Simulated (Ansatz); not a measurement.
# NbAs, one cell by several methods

```
CELL_PARAMETERS angstrom
-1.72585 1.72585 5.95680
1.72585 -1.72585 5.95680
1.72585 1.72585 -5.95680
ATOMIC_POSITIONS crystal
Nb 0.75000 0.75000 0.00000
Nb 0.50000 0.00000 0.50000
As 0.16600 0.16600 0.00000
As 0.91600 0.41600 0.50000
```

Atom numbers follow the list: Nb1, Nb2, As3, As4.

The geometry is COD entry 1537320, unchecked; take it as a test cell. The listed cell was then made from it by scaling, straining or moving an atom.

Methods: DFT, LDA, PAW with Ansatz's default frozen-core files, scalar-relativistic (Ansatz 0.2.0); DFT, LDA, all-electron LAPW, scalar-relativistic (Ansatz 0.2.0).

For PAW: a Γ-centred 15×15×15 k mesh, Fermi–Dirac smearing of 0.08 eV, cutoff 420 eV, no spin polarisation; the PAW files were made with PBE, and the program remakes their frozen cores for this functional. LAPW targets a basis error of 0.5 meV/atom. The Ansatz runs share mesh, smearing and spin set-up. Plane-wave (PAW) pressures include the program's estimate of the Pulay term.

Stress and pressure are positive in compression.

PAW results:

| quantity | PAW |
| --- | --- |
| pressure (GPa) | -8.34 |
| stress xx (GPa) | -7.92 |
| stress zz (GPa) | -9.16 |
| force on Nb1, z (eV/Å) | -0.142 |
| force on As3, z (eV/Å) | 0.142 |

(1) What does all-electron LAPW give for the same quantities?

Answers

(1) 
```json
{"quantity": "pressure (GPa)", "LAPW": "-8.34"}
{"quantity": "stress xx (GPa)", "LAPW": "-7.92"}
{"quantity": "stress zz (GPa)", "LAPW": "-9.16"}
{"quantity": "force on Nb1, z (eV/Å)", "LAPW": "-0.142"}
{"quantity": "force on As3, z (eV/Å)", "LAPW": "0.142"}
```
